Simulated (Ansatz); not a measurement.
GaN in space group P6_3/mmc (No. 194; Ga on 2d, N on 2b), r²SCAN+D4 (plane waves, PAW; program Ansatz). The conduction-band minimum lies at Γ, with 1 equivalent valley. Second derivatives d²E/dk² of the lowest band at one valley (eV·Å²), along Cartesian directions:

| direction | d²E/dk² |
|---|---|
| [100] | 38.45 |
| [010] | 38.45 |
| [001] | 21.54 |
| [110] | 38.45 |
| [101] | 30.01 |
| [011] | 30.01 |

Task: Find the principal effective masses, the density-of-states mass and the conductivity mass.

Result: Off-diagonal terms follow from H_xy = H[110] − (H_xx + H_yy)/2, and m*/mₑ = 7.620 eV·Å² over each eigenvalue: 0.20, 0.20, 0.35. One valley's DOS mass (m₁m₂m₃)^(1/3) = 0.24, conductivity mass 3/(Σ 1/mᵢ) = 0.23 mₑ.

Task: What effective density of states Nc follows at 300 K for parabolic valleys?

Result: Nc = 2.509e19 × 1 × (0.24)^(3/2) ≈ 3.0e18 cm⁻³.

The workflow started from a Materials Project entry (that database holds measured and hypothetical structures alike); the Crystallography Open Database copy checked does not list it. It is not the phase usual at ambient conditions (space group No. 186, 216). The cell was relaxed with r²SCAN+D4 under the symmetry of its start; of distortions, only those at the zone centre were tested, and some modes there are weakly imaginary. Spin–orbit coupling is left out wherever it is not named.

Potentials: the later of the program's two PAW sets.

Edges and masses are those of Kohn–Sham bands, whose gap is no quasiparticle gap.
